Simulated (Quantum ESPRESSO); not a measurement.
One change at a time to AuInMg2W4

These are calculations, not measurements. They come from Quantum ESPRESSO 7.5, a public plane-wave density functional program. Each row is one single-point run on a made-up periodic cell of eight metal atoms, with elements, volume, strain and displacements drawn at random and not relaxed, so a cell may be unstable or far from any real phase. There is no spin polarisation or spin-orbit coupling.

Settings: PBE unless stated; PseudoDojo standard norm-conserving files; Fermi-Dirac width 0.25 eV, which means electrons at about 2900 K; cutoff 1143 eV; 6 x 6 x 3 k mesh shifted half a step off Gamma. E is the free energy of the whole cell (internal energy minus TS), so a -TS column is already part of it. Stress is positive in tension, and the pressure P is minus a third of its trace.

Checks: one run of this series was repeated at a higher cutoff and on a denser mesh, which moved values by no more than 0.004 eV, 0.02 GPa and 0.004 eV/Å, and a second program with other atomic files agreed on it to 2 % rms in force and 0.5 GPa in pressure. Known limits: heavy elements are run without spin-orbit coupling, which real alloys of them have; a spin test at this wide smearing found no moment, but such smearing suppresses magnetism that the real alloy may have.

The lattice is face-centred cubic, and the cell vectors in Å are (0.023, -0.049, -4.218); (4.253, 0.009, -0.023); (-0.017, -8.655, -0.097), a volume of 155.23 Å³ in run 1. The elements on sites 1 to 8 are Au W W W Mg W In Mg. Each later run makes one change to run 1 and keeps the rest. E is counted from run 1, and is n/a where other atomic files have another zero of energy.

| run | change | V (Å³) | P (GPa) | -TS (eV) | rms force (eV/Å) | largest change of a force component (eV/Å) | E (eV) |
|---|---|---|---|---|---|---|---|
| 1 | none | 155.23 | -14.44 | -1.450 | 0.564 | 0.000 | 0.000 |
| 2 | sites 5 and 6 exchanged | 155.23 | -13.78 | -1.456 | 0.608 | 1.803 | 0.010 |
| 3 | all lengths scaled by +1.49 % | 162.28 | -18.05 | -1.539 | 0.541 | 0.126 | ? |
| 4 | PBEsol in place of PBE | 155.23 | -18.80 | -1.460 | 0.547 | 0.112 | n/a |
| 5 | Sc on site 5 | 155.23 | -12.67 | -1.530 | 0.617 | 0.413 | n/a |
| 6 | site 3 moved by +0.17 Å along z | 155.23 | -14.00 | -1.457 | 0.702 | 1.528 | 0.196 |

## Worked estimate

Along a uniform scaling dE = -P dV. The mean of the two pressures is -16.245 GPa and the volume changes by 7.05 Å³, with 160.2 GPa to one eV/Å³. The same two rows give -V dP/dV = 81 GPa for this cell with clamped atoms, which is not the bulk modulus of a real alloy.

## Withheld value

Question: what E should run 3 give?

The estimate is 0.715 eV. The calculation gave 0.717 eV.
